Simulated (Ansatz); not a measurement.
Te2Mo (P6_3/mmc): the size of the finite step

```
CELL_PARAMETERS angstrom
3.47314 0.00000 0.00000
-1.73657 3.00783 0.00000
0.00000 0.00000 13.76463
ATOMIC_POSITIONS crystal
Te 0.33333 0.66667 0.61952
Te 0.66667 0.33333 0.11952
Te 0.33333 0.66667 0.88048
Te 0.66667 0.33333 0.38048
Mo 0.33333 0.66667 0.25000
Mo 0.66667 0.33333 0.75000
```

Computed, not measured; unless marked otherwise by LDA, PAW on Ansatz 0.2.0's default frozen-core files (fitted under PBE), scalar-relativistic. k mesh 6×6×2, strains of ±0.005, fixed occupations, cutoff 420 eV. The cell was relaxed by PAW under this functional, which moved its volume by -4 % from the database entry's.

**Question.** Elastic constants come from stresses at strains of ±0.005 (two-point stencil): C11 = 141.1, C12 = 34.3, C13 = 14.7, C33 = 51.5, C44 = 26.1 GPa. What does an amplitude of 0.0002 give?

**Answer.** C11 = 140.8, C12 = 34.2, C13 = 14.7, C33 = 51.5, C44 = 26.1 GPa. Nothing moves by 1 %. Steps under 0.001 aren't safe in general, since the basis can change from cell to cell and the noise grows as 1/δ.

Known limits: frozen-core PAW files fitted under PBE, their cores solved anew for the functional of the run; no dispersion correction, so the spacing and stiffness between layers or molecules are poor.
